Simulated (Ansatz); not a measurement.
Theory: DFT PBE, scalar-relativistic, plane waves, PAW (Ansatz). All cells share a 420 eV cutoff and Γ-centred k meshes spaced at most about 0.3 Å⁻¹ (about 0.25 or finer for metals, 2π included). No spin polarisation in the final relaxations.

These are static total energies at zero pressure. All come from trial cells, and lower structures may exist.

**Question.** Order these relaxed structures of Sn3P4 by energy, lowest first, with the energy over the lowest of them.
A.

Space group P4/mmm (No. 123). a = 6.394 Å, b = 6.394 Å, c = 3.861 Å, α = 90.00°, β = 90.00°, γ = 90.00°
```
atom  site  symmetry       x       y       z
  Sn    1c     4/mmm  0.5000  0.5000  0.0000
  Sn    2f      mmm. 0.0000  0.5000  0.0000
   P    4k      m.2m  0.1778  0.1778  0.5000
```

B.

Space group R-3m:H (No. 166). a = 6.991 Å, b = 6.991 Å, c = 12.623 Å, α = 90.00°, β = 90.00°, γ = 120.00°
```
atom  site  symmetry       x       y       z
  Sn    6c        3m  0.3333  0.6667  0.3721
  Sn    3a       -3m  0.0000  0.0000  0.0000
   P    9d      .2/m  0.1667  0.3333  0.8333
   P    3b       -3m  0.3333  0.6667  0.1667
```

C.

Space group Cmmm (No. 65). a = 5.211 Å, b = 10.971 Å, c = 6.711 Å, α = 90.00°, β = 90.00°, γ = 90.00°
| atom | site | symmetry | x | y | z |
| --- | --- | --- | --- | --- | --- |
| Sn | 4i | m2m | 0.5000 | 0.3110 | 0.0000 |
| Sn | 2c | mmm | 0.5000 | 0.0000 | 0.5000 |
| P | 4j | m2m | 0.5000 | 0.3488 | 0.5000 |
| P | 4k | mm2 | 0.0000 | 0.0000 | 0.2740 |

**Answer.** A (0 meV/atom), C (62 meV/atom), B (350 meV/atom). Forms: A P4/mmm; C Cmmm; B R-3m. Counting P atoms around Sn (those within 1.25 times the shortest such distance or 1.15 times the sum of covalent radii, 1.27 where that leaves under three; a plus sign parts nearer from farther groups; the shortest distance is added where it exceeds 1.18 times the sum of covalent radii; a slash parts the counts of unlike sites): A has Sn 8 from 3.0 Å/8 from 3.5 Å; C has Sn 2+2/8 from 3.0 Å; B has Sn 4/6 from 2.9 Å. A holds P–P units of three or more atoms (shortest 2.27 Å); C holds P–P units of three or more atoms (shortest 2.25 Å) (bonds between like non-metal atoms; other contacts aren't counted). Even the lowest lies +0.25 eV/atom against the elements.

Cells relaxed within their symmetry can be saddle points. Some types were kept out of the candidates beforehand, so the set may lack a known form.
